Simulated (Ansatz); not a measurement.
LaTl3 (Cu3Au type)

```
LaTl3
1.0
    4.73794     0.00000     0.00000
    0.00000     4.73794     0.00000
    0.00000     0.00000     4.73794
La Tl
1 3
Direct
  0.00000   0.00000   0.00000
  0.00000   0.50000   0.50000
  0.50000   0.00000   0.50000
  0.50000   0.50000   0.00000
```

The slice is a {100} plane (indices of the conventional cell) through the point (0.000, 0.000, 0.000) (fractional), spanned by u = [100] and v = [010] in vectors of this cell: u (4.74 Å) and v (4.74 Å, at 90° to u). It covers one period; positions are fractions (u, v).

These are LDA (plane waves to 420 eV, PAW, scalar-relativistic; Ansatz, an electronic-structure program) values and carry that method's errors. k mesh 10×10×10. Near the nuclei the fields are pseudised (PAW); where an atom keeps semicore shells as valence, they peak there. LaTl3 is run without spin polarisation. LaTl3 was relaxed with its symmetry unable to fall. Spin-orbit coupling is left out, though Tl is heavy.

Task: What is the valence density on the shortest La–Tl line in this plane (3.35 Å), at its midpoint?

Result: 0.15 e/Å³.

Task: What is the ELF at the midpoint of the shortest La–Tl line in this plane (3.35 Å)?

Result: 0.16.

Task: Predict the map of the electrostatic potential energy of an electron, from the cell's mean on the slice.

Result: 
```
|xxxxxxxxxx    ..++##@@@@@@@@@@##++..    xxxxxxxx|
|xxxxxxxxxx    ::++##@@@@@@@@@@##++::    xxxxxxxx|
|xxxxxxxxxx    --**##%%@@@@@@%%##**--    xxxxxxxx|
|xxxxxxxx    ::==**##%%%%%%%%%%##**==::    xxxxxx|
|xx        ..==++******************++==..        |
|        ::==++++++==--......--==++++++==::      |
|....::--==++++==::      xx      ::==++++==--::..|
|++++++******++::  xxxxxxxxxxxxxx  ::++******++++|
|##########**==  xxxxxxxxxxxxxxxxxx  ==**########|
|@@@@@@%%%%**--  xxxxxxxxxxxxxxxxxx  --**%%%%@@@@|
|@@@@@@@@%%**..  xxxxxxxxxxxxxxxxxx  ..**%%@@@@@@|
|@@@@@@@@%%**..xxxxxxxxxxxxxxxxxxxxxx..**%%@@@@@@|
|@@@@@@@@%%**..  xxxxxxxxxxxxxxxxxx  ..**%%@@@@@@|
|@@@@@@%%%%**--  xxxxxxxxxxxxxxxxxx  --**%%%%@@@@|
|##########**==  xxxxxxxxxxxxxxxxxx  ==**########|
|++++++******++::  xxxxxxxxxxxxxx  ::++******++++|
|....::--==++++==::      xx      ::==++++==--::..|
|        ::==++++++==--......--==++++++==::      |
|xx        ..==++******************++==..        |
|xxxxxxxx    ::==**##%%%%%%%%%%##**==::    xxxxxx|
|xxxxxxxxxx    --**##%%@@@@@@%%##**--    xxxxxxxx|
|xxxxxxxxxx    ::++##@@@@@@@@@@##++::    xxxxxxxx|
|xxxxxxxxxx    ..++##@@@@@@@@@@##++..    xxxxxxxx|
|xxxxxxxxxxxx  ..++##@@@@@@@@@@##++..  xxxxxxxxxx|
```
Scale: ten equal steps from 1.00 (start of ' ') to 9.64 (end of '@'), in the order ' .:-=+*#%@'. Values: electrostatic potential energy of an electron, from the cell's mean, in eV. The map has 24 points along u (two characters each, u = 0 at the left) and 24 along v (v = 0 in the bottom row). Points within 1 Å of a nucleus are blanked (x), as the pseudised field means little there. Values under 1 eV are set to 1. The zero, the cell's mean, hangs on the PAW cores.
